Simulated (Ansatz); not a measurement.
Relaxed HfO₂ (tetragonal-ZrO2 type, space group P4_2/nmc):

```yaml
crystal:
  lattice:
    - [3.60482, 0.00000, 0.00000]
    - [0.00000, 3.60482, 0.00000]
    - [0.00000, 0.00000, 5.26502]
  atoms:
    - { symbol: Hf, position: [0.00000, 0.00000, 0.00000] }
    - { symbol: Hf, position: [0.50000, 0.50000, 0.50000] }
    - { symbol: O, position: [0.00000, 0.50000, 0.19324] }
    - { symbol: O, position: [0.00000, 0.50000, 0.69324] }
    - { symbol: O, position: [0.50000, 0.00000, 0.30676] }
    - { symbol: O, position: [0.50000, 0.00000, 0.80676] }
```

In this cell atom 5 (O, nearest neighbour Hf at 2.070 Å; its periodic images, 3.6 Å or more away, move with it) is moved by s towards the nearest neighbour, unit vector (0.000, -0.871, 0.492); all other atoms and the cell stay fixed.

Level of theory: PBE (plane waves to 420 eV, PAW, scalar-relativistic; Ansatz, an electronic-structure program). k mesh 7×7×5 (Γ-centred), Fermi-Dirac smearing 0.05 eV. The energy includes the smearing's −TS. Left out: 2 of 11 points, with atoms too close for the PAW data. HfO2 is run without spin polarisation. HfO2 was relaxed with its symmetry unable to fall. Spin-orbit coupling is left out, though Hf is heavy. The PAW data are Ansatz's earlier set. This is a high-temperature form of HfO2. The zero of ΔE is the undisplaced structure.

Successive frames, forces in eV/Å:

```
frame         ΔE (meV/cell)                 F on Hf1                F on Hf2                  F on O3                 F on O4                 F on O5                 F on O6
------------  -------------  -----------------------  ----------------------  -----------------------  ----------------------  ----------------------  ----------------------
s = 0.082 Å              60  (0.000, -0.054, -0.101)  (0.000, -0.784, 0.379)  (0.000, -0.471, -0.040)  (0.000, -0.025, 0.063)  (0.000, 1.387, -0.631)  (0.000, -0.054, 0.330)
s = 0.000 Å               0    (0.000, 0.000, 0.000)   (0.000, 0.000, 0.000)    (0.000, 0.000, 0.000)   (0.000, 0.000, 0.000)   (0.000, 0.000, 0.000)   (0.000, 0.000, 0.000)
s = -0.082 Å             52    (0.000, 0.049, 0.048)  (0.000, 0.556, -0.155)    (0.000, 0.487, 0.032)  (0.000, 0.022, -0.049)  (0.000, -1.164, 0.428)  (0.000, 0.049, -0.304)
```

Q: What are the energy and the forces in the next frame, s = -0.164 Å?

A: ΔE (meV/cell) = 195.

```json
[
 {"atom": "Hf1", "Fx": "0.000", "Fy": "0.088", "Fz": "0.054"},
 {"atom": "Hf2", "Fx": "0.000", "Fy": "0.970", "Fz": "-0.122"},
 {"atom": "O3", "Fx": "0.000", "Fy": "0.986", "Fz": "0.058"},
 {"atom": "O4", "Fx": "0.000", "Fy": "0.041", "Fz": "-0.087"},
 {"atom": "O5", "Fx": "0.000", "Fy": "-2.177", "Fz": "0.683"},
 {"atom": "O6", "Fx": "0.000", "Fy": "0.092", "Fz": "-0.587"}
]
```

(For displaced atoms, the force is minus the slope of the energy, and its curvature is a force constant, which sets phonon frequencies.)
